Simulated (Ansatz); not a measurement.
In₂O₃:
```xyz
10
Lattice="2.7543 1.5902 4.8545 -2.7543 1.5902 4.8545 0.0000 -3.1804 4.8545" Properties=species:S:1:pos:R:3 pbc="T T T"
In     0.0000     0.0000     2.0816
In     0.0000     0.0000    12.4818
In     0.0000     0.0000     5.2001
In     0.0000     0.0000     9.3633
O      0.8169    -1.7655     8.4953
O     -0.8169     1.7655     6.0681
O      1.1205     1.5902     8.4953
O     -1.1205    -1.5902     6.0681
O     -1.9374     0.1753     8.4953
O      1.9374    -0.1753     6.0681
```

Relaxed with r²SCAN. Special points in fractions of this cell's reciprocal vectors: Γ (0.000, 0.000, 0.000); T (0.500, 0.500, 0.500); H2 (0.762, 0.238, 0.500); H0 (0.500, -0.238, 0.238); L (0.500, 0.000, 0.000); S0 (0.369, -0.369, 0.000); S2 (0.631, 0.000, 0.369); F (0.500, 0.000, 0.500).

Task: List the band energies nearest the valence-band maximum at these points for the program Ansatz at the r²SCAN level (PAW).

Result: In eV from the valence-band maximum; about four levels below and three above (degenerate sets whole), none deeper than 8.9 eV; points with the same levels are listed once.

```csv
k,below,above
Γ,-0.26 -0.26 -0.04 -0.04,1.80 6.18 6.96
T,-0.19 -0.19 -0.19 -0.19,4.94 4.94 7.87 7.87
H2,-0.35 -0.35 -0.15 -0.15,6.19 6.19 6.50 6.50
L,-0.72 -0.72 -0.07 -0.07,5.51 5.51 6.55 6.55
S0,-0.46 -0.26 -0.20 -0.07,5.90 6.12 6.32
F,-0.56 -0.33 -0.08 -0.04,5.77 6.08 7.11
```

Space group R-3c (corundum). The workflow started from a Materials Project entry (that database holds measured and hypothetical structures alike); the Crystallography Open Database files this formula in space group No. 167, but the cells were not matched. It is not the phase usual at ambient conditions (space group No. 206). The cell was relaxed with r²SCAN under the symmetry of its start; its stability against distortions is not shown here. Spin–orbit coupling is left out wherever it is not named.

Potentials: the earlier of the program's two PAW sets.
